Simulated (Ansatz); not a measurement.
Relaxed SiC (wurtzite):

```
SiC
1.0
    3.07590     0.00000     0.00000
   -1.53795     2.66381     0.00000
    0.00000     0.00000     5.04769
Si C
2 2
Direct
  0.66667   0.33333   0.00051
  0.33333   0.66667   0.50051
  0.66667   0.33333   0.62469
  0.33333   0.66667   0.12469
```

Method: PBEsol (plane waves to 420 eV, PAW, scalar-relativistic; Ansatz, a first-principles code). k mesh 10×10×5 (Γ-centred), Fermi-Dirac smearing 0.05 eV. As the smearing reaches across the gap at some points, energies and forces of such displacements shift with the k mesh and the smearing. SiC was relaxed with its symmetry unable to fall.

One atom of the cell was then moved (with its periodic images), all else fixed, and the forces (eV/Å) came out as:

```json
[
 {"atom": "Si1", "Fx": "0.000", "Fy": "0.000", "Fz": "-4.667"},
 {"atom": "Si2", "Fx": "0.000", "Fy": "0.000", "Fz": "2.551"},
 {"atom": "C3", "Fx": "0.000", "Fy": "0.000", "Fz": "0.426"},
 {"atom": "C4", "Fx": "0.000", "Fy": "0.000", "Fz": "1.690"}
]
```

Which atom was moved, and by which vector (Å)?

Si1, by (0.00, 0.00, 0.30), 0.30 Å in all.

(A displaced cell: forces are minus the slopes of the energy, force constants its curvatures, and phonons follow from these.)
